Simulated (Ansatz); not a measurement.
The start is a relaxed Zr cell displaced along its unstable phonon at q = Γ (137i cm⁻¹), largest move 0.15 Å. A full variable-cell relaxation at zero pressure is run with r2SCAN (plane waves to 500 eV, PAW, scalar-relativistic; Ansatz, a program for electronic structure). The first steps use a coarse 12×12×12 k-mesh.

The start:
```yaml
crystal:
  lattice:
    - [-2.75198, 2.75198, 1.54326]
    - [2.75198, -2.75198, 1.54326]
    - [2.75198, 2.75198, -1.54326]
  atoms:
    - { symbol: Zr, position: [0.79860, 0.29860, 0.50000] }
    - { symbol: Zr, position: [0.95140, 0.95140, 0.00000] }
```

### Question
Which atoms feel the largest initial force, and how large is it?

### Answer
0.06 eV/Å, on Zr1, Zr2 (atoms numbered as listed).

### Question
By how much does the energy per atom fall from start to end?

### Answer
0.09 eV/atom.

### Question
How does the volume per atom move from start to end?

### Answer
+1.6 %, from 23.38 to 23.75 Å³/atom.

### Question
Is the parent structure recovered?

### Answer
It does not go back: it reaches P6/mmm (No. 191), AFLOW prototype A_hP1_191_a (A_f, as in Sn), 0.11 eV/atom below the parent.

### Question
How do the shortest distances between atoms change?

### Answer
The closest pairs of elements (up to four, under 3.6 Å), start → end: Zr–Zr 2.79 → 3.01 Å.

### Question
What band gap does the relaxed structure have at this level?

### Answer
No gap (metallic).

Final values are on a 18×18×15 k-mesh of the relaxed cell. No spin polarisation in the result.

The run could not lose the symmetry of its start, so the end can be a saddle point.

The relaxed structure here is a generated cell of Zr: the first start was made by placing the elements on the sites of a structure type, and the end was not matched to a known phase here, so it may be hypothetical. Known forms of Zr include space group No. 194.
